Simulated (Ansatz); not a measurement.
ScAs:
```xyz
2
Lattice="0.0000 2.7053 2.7053 2.7053 0.0000 2.7053 2.7053 2.7053 0.0000" Properties=species:S:1:pos:R:3 pbc="T T T"
As     2.7053     2.7053     2.7053
Sc     0.0000     0.0000     0.0000
```

Relaxed with PBEsol. Special points in fractions of this cell's reciprocal vectors: Γ (0.000, 0.000, 0.000); X (0.500, 0.000, 0.500); U (0.625, 0.250, 0.625); K (0.375, 0.375, 0.750); L (0.500, 0.500, 0.500); W (0.500, 0.250, 0.750).

**Question.** List the band energies nearest the Fermi level at these points for PBEsol with spin–orbit coupling in the plane-wave PAW code Ansatz.

**Answer.** In eV from the Fermi level; about four levels below and three above (degenerate sets whole), none deeper than 8.9 eV; points with the same levels are listed once.

| k | below | above |
|---|---|---|
| Γ | – | 0.69 0.69 0.93 0.93 0.93 0.93 |
| X | -0.89 -0.89 -0.69 -0.69 | 2.13 2.13 2.98 2.98 |
| U | -3.24 -3.24 -1.61 -1.61 | 1.07 1.07 2.71 2.71 |
| L | -2.10 -2.10 -1.98 -1.98 | 2.54 2.54 2.55 2.55 |
| W | -3.10 -3.10 -2.53 -2.53 | 2.21 2.21 2.25 2.25 |

Space group Fm-3m (rock salt). The workflow started from an entry of the Crystallography Open Database (COD). Its standing as an ambient phase is unchecked. Symmetry was held in the PBEsol relaxation; whether a distortion lowers the energy is not shown. The run is not spin-polarised.

Potentials: the later of the program's two PAW sets.
